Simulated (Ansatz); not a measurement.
A geometry of Hf away from equilibrium: the start of the relaxation of a relaxed Hf cell displaced along its unstable phonon at q = (½, 0, 0) of its primitive reciprocal cell (89i cm⁻¹), largest move 0.15 Å. All values below come from PBEsol (plane waves to 420 eV, PAW, scalar-relativistic; Ansatz, a first-principles code). Γ-centred k-mesh 13×13×13 on the run's cell (coarser than for final values), Fermi–Dirac smearing 0.05 eV.

```xyz
2
Lattice="-3.4901 3.4901 3.4901 1.7450 -1.7450 1.7450 1.7450 1.7450 -1.7450" Properties=species:S:1:pos:R:3:forces:R:3 pbc="T T T" free_energy=-31197.369 pressure_GPa=0.6
Hf     0.0000     0.1061    -0.1061    0.0000    0.2847   -0.2847
Hf    -1.7450     1.6390     1.8511    0.0000   -0.2847    0.2847
```

Positions in Å, forces in eV/Å, free energy of the cell in eV (comparable only within this code, potentials and settings). Largest force: 0.40 eV/Å, on Hf1, Hf2 (atoms numbered as listed); the geometry lies 0.12 eV/atom above the end of its relaxation.

No spin polarisation in the result.

The run could not lose the symmetry of its start.

Of the parent cell (Im-3m (No. 229)): This is a known allotrope of Hf, reached from a generated start. Known forms of Hf include space group No. 194.
